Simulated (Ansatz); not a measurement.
Geometry optimisation in Ansatz: input, command and trajectory.

```yaml
crystal:
  lattice:
    - [0.0, 3.9059671022, 3.9059671022]
    - [3.9059671022, 0.0, 3.9059671022]
    - [3.9059671022, 3.9059671022, 0.0]
  atoms:
    - { symbol: Ta, position: [0.625, 0.625, 0.625] }
    - { symbol: Ta, position: [0.125, 0.625, 0.625] }
    - { symbol: Ta, position: [0.625, 0.625, 0.125] }
    - { symbol: Ta, position: [0.625, 0.125, 0.625] }
    - { symbol: Sn, position: [0.0, 0.0, 0.0] }
    - { symbol: Sn, position: [0.25, 0.25, 0.25] }
basis:
  ecutwfc: 420
kpoints:
  mp_grid: { grid: [4, 4, 4] }
hamiltonian:
  xc: pbe
scf:
  occupations: { method: gaussian, width: 0.1 }
  lower_state_search: "off"
output:
  forces: true
  stress: true
  eigenvalues: true
relax:
  adjacent_minimum: "off"
  f_tol: 0.04
  max_steps: 70
  cell: { stress_tol: 0.4 }
```

```bash
ansatz run input.yaml --threads 1 --pin off --max-ram 2560MiB --backend cpu --events-out ev --progress --plain --runs-dir out
```

The calculation used DFT PBE, scalar-relativistic, plane waves, PAW (Ansatz).

Of 5 frames 5 are shown, positions in Å and forces in eV/Å; the SCF threshold varies from step to step. Steps run on the plane waves of an earlier cell, with a Pulay correction in the pressure. The basis is chosen afresh for the last frame, the zero of the energies, and at times for earlier ones too; energy and pressure step there, also at an unchanged geometry. The mark taken_back stands on steps that the optimiser undid.

```xyz
6
Lattice="0.0000 3.9060 3.9060 3.9060 0.0000 3.9060 3.9060 3.9060 0.0000" Properties=species:S:1:pos:R:3:forces:R:3 pbc="T T T" step=1 free_energy_over_end_meV_per_atom=14.24 pressure_GPa=5.90
Ta    4.8825    4.8825    4.8825    0.0000    0.0000    0.0000
Ta    4.8825    2.9295    2.9295    0.0000    0.0000    0.0000
Ta    2.9295    2.9295    4.8825    0.0000    0.0000    0.0000
Ta    2.9295    4.8825    2.9295    0.0000    0.0000    0.0000
Sn    0.0000    0.0000    0.0000    0.0000    0.0000    0.0000
Sn    1.9530    1.9530    1.9530    0.0000    0.0000    0.0000
6
Lattice="0.0000 4.0496 4.0496 4.0496 0.0000 4.0496 4.0496 4.0496 0.0000" Properties=species:S:1:pos:R:3:forces:R:3 pbc="T T T" step=2 free_energy_over_end_meV_per_atom=41.08 pressure_GPa=-8.22 taken_back
Ta    5.0620    5.0620    5.0620    0.0000    0.0000    0.0000
Ta    5.0620    3.0372    3.0372    0.0000    0.0000    0.0000
Ta    3.0372    3.0372    5.0620    0.0000    0.0000    0.0000
Ta    3.0372    5.0620    3.0372    0.0000    0.0000    0.0000
Sn    0.0000    0.0000    0.0000    0.0000    0.0000    0.0000
Sn    2.0248    2.0248    2.0248    0.0000    0.0000    0.0000
6
Lattice="0.0000 3.9635 3.9635 3.9635 0.0000 3.9635 3.9635 3.9635 0.0000" Properties=species:S:1:pos:R:3:forces:R:3 pbc="T T T" step=3 free_energy_over_end_meV_per_atom=0.53 pressure_GPa=-0.61
Ta    4.9544    4.9544    4.9544    0.0000    0.0000    0.0000
Ta    4.9544    2.9726    2.9726    0.0000    0.0000    0.0000
Ta    2.9726    2.9726    4.9544    0.0000    0.0000    0.0000
Ta    2.9726    4.9544    2.9726    0.0000    0.0000    0.0000
Sn    0.0000    0.0000    0.0000    0.0000    0.0000    0.0000
Sn    1.9817    1.9817    1.9817    0.0000    0.0000    0.0000
6
Lattice="0.0000 3.9579 3.9579 3.9579 0.0000 3.9579 3.9579 3.9579 0.0000" Properties=species:S:1:pos:R:3:forces:R:3 pbc="T T T" step=4 free_energy_over_end_meV_per_atom=0.32 pressure_GPa=-0.04
Ta    4.9474    4.9474    4.9474    0.0000    0.0000    0.0000
Ta    4.9474    2.9684    2.9684    0.0000    0.0000    0.0000
Ta    2.9684    2.9684    4.9474    0.0000    0.0000    0.0000
Ta    2.9684    4.9474    2.9684    0.0000    0.0000    0.0000
Sn    0.0000    0.0000    0.0000    0.0000    0.0000    0.0000
Sn    1.9790    1.9790    1.9790    0.0000    0.0000    0.0000
6
Lattice="0.0000 3.9579 3.9579 3.9579 0.0000 3.9579 3.9579 3.9579 0.0000" Properties=species:S:1:pos:R:3:forces:R:3 pbc="T T T" step=5 free_energy_over_end_meV_per_atom=0.00 pressure_GPa=-0.03
Ta    4.9474    4.9474    4.9474    0.0000    0.0000    0.0000
Ta    4.9474    2.9684    2.9684    0.0000    0.0000    0.0000
Ta    2.9684    2.9684    4.9474    0.0000    0.0000    0.0000
Ta    2.9684    4.9474    2.9684    0.0000    0.0000    0.0000
Sn    0.0000    0.0000    0.0000    0.0000    0.0000    0.0000
Sn    1.9790    1.9790    1.9790    0.0000    0.0000    0.0000
```

The start puts this composition into another compound's structure type, which needn't suit it. At the end the space group is Fd-3m (tolerance 0.05 Å).

The run took 13 s on 1 thread of Intel(R) Xeon(R) Platinum 8488C (Sapphire Rapids), on a shared host, peak memory 0.45 GiB.

The k mesh is coarse. Spin–orbit coupling is left out, which can shift energies with elements as heavy as these.